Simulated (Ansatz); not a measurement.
TiB2:
Space group P6/mmm (No. 191); a = b = 2.994 Å, c = 3.160 Å, α = β = 90.00°, γ = 120.00°

```json
[
 {"atom": "Ti", "site": "1a", "symmetry": "6/mmm", "x": "0.0000", "y": "0.0000", "z": "0.0000"},
 {"atom": "B", "site": "2d", "symmetry": "-6m2", "x": "0.3333", "y": "0.6667", "z": "0.5000"}
]
```

Relaxed with LDA.

Question: Which orbitals make up the states near the Fermi level in the program Ansatz at the LDA level (PAW)?

Answer: Within 0.5 eV of the Fermi level: Ti 3d 82 %, B 2p 16 %. Projections are on Löwdin-orthogonalised atomic valence shells; empty p or d shells of many metals are not among them.

Question: Tabulate the density of states.

Answer: States/eV per cell of 3 atoms, in 0.25 eV bins, energy from the Fermi level.

```tsv
E (eV)	total	Ti 3d	B 2p	B 2s
-7.85	0.62	0.09	0.34	0.16
-7.60	0.65	0.09	0.38	0.15
-7.35	0.59	0.09	0.34	0.12
-7.10	0.57	0.09	0.33	0.11
-6.85	0.58	0.09	0.34	0.10
-6.60	0.60	0.10	0.37	0.09
-6.35	0.65	0.11	0.40	0.08
-6.10	0.74	0.12	0.47	0.08
-5.85	0.93	0.15	0.62	0.08
-5.60	0.80	0.14	0.56	0.06
-5.35	0.95	0.17	0.66	0.06
-5.10	1.10	0.21	0.75	0.06
-4.85	1.13	0.25	0.77	0.06
-4.60	1.12	0.24	0.78	0.05
-4.35	1.21	0.26	0.85	0.04
-4.10	1.30	0.29	0.91	0.04
-3.85	1.42	0.35	0.98	0.03
-3.60	1.54	0.40	1.05	0.02
-3.35	2.11	0.67	1.35	0.02
-3.10	2.45	0.86	1.52	0.01
-2.85	1.64	0.66	0.94	0.01
-2.60	1.10	0.53	0.55	0.00
-2.35	0.96	0.56	0.38	0.01
-2.10	0.92	0.59	0.30	0.01
-1.85	0.96	0.67	0.26	0.01
-1.60	0.90	0.64	0.23	0.01
-1.35	0.81	0.59	0.19	0.00
-1.10	0.70	0.53	0.16	0.00
-0.85	0.58	0.45	0.12	0.00
-0.60	0.43	0.34	0.08	0.00
-0.35	0.24	0.20	0.04	0.00
-0.10	0.23	0.19	0.03	0.00
0.15	0.44	0.35	0.08	0.00
0.40	0.62	0.51	0.10	0.00
0.65	0.77	0.65	0.12	0.00
0.90	0.88	0.74	0.13	0.00
1.15	1.03	0.86	0.15	0.00
1.40	1.42	1.18	0.21	0.01
1.65	1.55	1.27	0.24	0.02
1.90	1.84	1.47	0.29	0.04
2.15	2.08	1.69	0.31	0.04
2.40	2.33	1.96	0.30	0.04
2.65	2.41	2.07	0.27	0.04
2.90	2.92	2.47	0.38	0.05
3.15	2.92	2.37	0.47	0.06
3.40	1.67	1.23	0.36	0.07
3.65	1.36	0.95	0.31	0.08
3.90	1.31	0.83	0.35	0.10
4.15	1.24	0.76	0.34	0.11
4.40	1.12	0.66	0.32	0.10
4.65	1.04	0.59	0.31	0.09
```

The cell was relaxed with LDA under the symmetry of its start; phonons on a q-mesh show no instability. No spin polarisation was allowed.

Potentials: the later of the program's two PAW sets.
